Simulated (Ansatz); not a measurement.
Computed with DFT PBE, scalar-relativistic, plane waves, PAW in Ansatz 0.2.0. All cells share a 420 eV cutoff and Γ-centred k meshes spaced at most about 0.3 Å⁻¹ (about 0.25 or finer for metals, 2π included). Collinear spin in cells that started with moments and kept them past the coarse steps, no spin elsewhere.

All energies are static (0 K, no zero-point motion).

Two relaxed structures of Ni3O:

A. (site moments Ni 0.7 (×3) μB)

```
CELL_PARAMETERS angstrom
-2.24906 2.24906 2.24906
2.24906 -2.24906 2.24906
2.24906 2.24906 -2.24906
ATOMIC_POSITIONS crystal
Ni 0.00000 0.50000 0.50000
Ni 0.50000 0.00000 0.50000
Ni 0.50000 0.50000 0.00000
O 0.00000 0.00000 0.00000
```

B. (site moments Ni 0.9 (×3); O 0.3 μB)

```
CELL_PARAMETERS angstrom
3.48386 0.00000 0.00000
0.00000 3.48386 0.00000
0.00000 0.00000 3.48386
ATOMIC_POSITIONS crystal
Ni 0.00000 0.50000 0.50000
Ni 0.50000 0.50000 0.00000
Ni 0.50000 0.00000 0.50000
O 0.00000 0.00000 0.00000
```

Question: Which would you expect to be lower, and how large is the difference?

Answer: B is lower, by 59 meV/atom. A has space group Im-3m (No. 229), 11.4 Å³/atom and no gap on its mesh; B has space group Pm-3m (No. 221), 10.6 Å³/atom and no gap. Counting Ni atoms around O (those within 1.25 times the shortest such distance or 1.15 times the sum of covalent radii, 1.27 where that leaves under three; the shortest distance is added where it exceeds 1.18 times the sum of covalent radii), A has O 6 from 2.2 Å and B has O 12 from 2.5 Å. The denser one is the lower, and pressure would at first widen the difference. Even the lower one lies +0.48 eV/atom against the reference forms of the elements (uncorrected), so neither is stable at this level. Both come from invented guesses. A third cell relaxed alike, in P6_3/mmc, lies 0.62 eV/atom below the lower of the two.

No Hubbard U is applied to the 3d shell of Ni. The magnetic state reached may not be the lowest. Cells relaxed within their symmetry can be saddle points. Some candidate types were left out of the draw beforehand, so a known form may be missing.
